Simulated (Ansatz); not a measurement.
RbCl (rock salt, space group No. 225), the program Ansatz at the LDA level (PAW). The conduction-band minimum lies at Γ, with 1 equivalent valley. Second derivatives d²E/dk² of the lowest band at one valley (eV·Å²), along Cartesian directions:

| direction | d²E/dk² |
|---|---|
| [100] | 19.53 |
| [010] | 19.53 |
| [001] | 19.53 |
| [110] | 19.53 |
| [101] | 19.53 |
| [011] | 19.53 |

### Question
Find the principal effective masses, the density-of-states mass and the conductivity mass.

### Answer
Off-diagonal terms follow from H_xy = H[110] − (H_xx + H_yy)/2, and m*/mₑ = 7.620 eV·Å² over each eigenvalue: 0.39, 0.39, 0.39. One valley's DOS mass (m₁m₂m₃)^(1/3) = 0.39, conductivity mass 3/(Σ 1/mᵢ) = 0.39 mₑ.

### Question
What effective density of states Nc follows at 300 K for parabolic valleys?

### Answer
Nc = 2.509e19 × 1 × (0.39)^(3/2) ≈ 6.1e18 cm⁻³.

### Question
With the computed static dielectric constant 4.86 (mean of the diagonal), estimate a hydrogenic donor's binding energy and radius.

### Answer
E = 13.606 eV × 0.39/4.86² ≈ 220 meV; a = 0.529 Å × ε/m* ≈ 6.6 Å. Semilocal masses tend to be too small where the gap is.

### Question
With ε∞ = 2.52 and ω_LO = 183 cm⁻¹, what Fröhlich coupling constant follows?

### Answer
α = (1/ε∞ − 1/ε0) √(m* × 13.606 eV/ħω_LO) = 2.9.

Space group Fm-3m (rock salt). Symmetry was held in the LDA relaxation; phonons on a q-mesh show no instability. Spin–orbit coupling is left out wherever it is not named.

Potentials: the later of the program's two PAW sets.
